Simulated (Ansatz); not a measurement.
Sensitivity of the gradients in Bi2Te2Pb2S3 to the input

Cell: a COD entry (perhaps calculated rather than measured) whose atoms were relaxed with PBE, the cell held.

```
CELL_PARAMETERS angstrom
4.26052 0.00000 0.00000
-2.13026 3.68972 0.00000
0.00000 0.00000 33.81797
ATOMIC_POSITIONS crystal
Bi 0.33333 0.66667 0.20293
Bi 0.66667 0.33333 0.79707
Bi 0.33333 0.66667 0.39807
Bi 0.66667 0.33333 0.60193
Te 0.33333 0.66667 0.74408
Te 0.66667 0.33333 0.25592
Te 0.00000 0.00000 0.34507
Te 0.00000 0.00000 0.65493
Pb 0.33333 0.66667 0.89896
Pb 0.66667 0.33333 0.10104
Pb 0.00000 0.00000 0.00000
Pb 0.00000 0.00000 0.50000
S 0.00000 0.00000 0.84882
S 0.00000 0.00000 0.15118
S 0.33333 0.66667 0.05044
S 0.66667 0.33333 0.94956
S 0.33333 0.66667 0.55024
S 0.66667 0.33333 0.44976
```

Sites (sets of like atoms) are named by element and the number of their first atom in this list.

Reference run. Method: Kohn–Sham DFT in Ansatz, PBE, plane waves and PAW, scalar-relativistic, 420 eV cutoff, Γ-centred 8×8×1 k-points, Fermi–Dirac smearing 0.02 eV.

Question: The input is changed as follows: `basis.ecutrho_ratio`: not typed → 9; `hamiltonian.dispersion`: not typed → d3bjatm. What happens to V_zz (10²¹ V/m²) and η?

Answer: 

```
site  atom  V_zz reference  η reference  V_zz changed  η changed
 Bi1     1           -0.73         0.00         -0.73       0.00
 Bi3     3           -0.78         0.00         -0.78       0.00
 Te5     5            0.95         0.00          0.95       0.00
 Te7     7            1.06         0.00          1.07       0.00
 Pb9     9            0.70         0.00          0.71       0.00
Pb11    11            0.62         0.00          0.62       0.00
Pb12    12            0.85         0.00          0.85       0.00
 S13    13           0.093         0.00         0.092       0.00
 S15    15           -0.34         0.00         -0.34       0.00
```

No V_zz moves by more than 0.01. The dispersion term itself leaves the density as it is.

On the reference run: Spin–orbit coupling is left out, which shifts gradients on Bi and Pb by a few per cent in wide-gap crystals, and can shift them far more where the calculated gap is small or absent, as here. With a gap of 0.4 eV on this mesh, small gradients can still move by 0.1 × 10²¹ V/m² or more as the k-mesh gets denser.
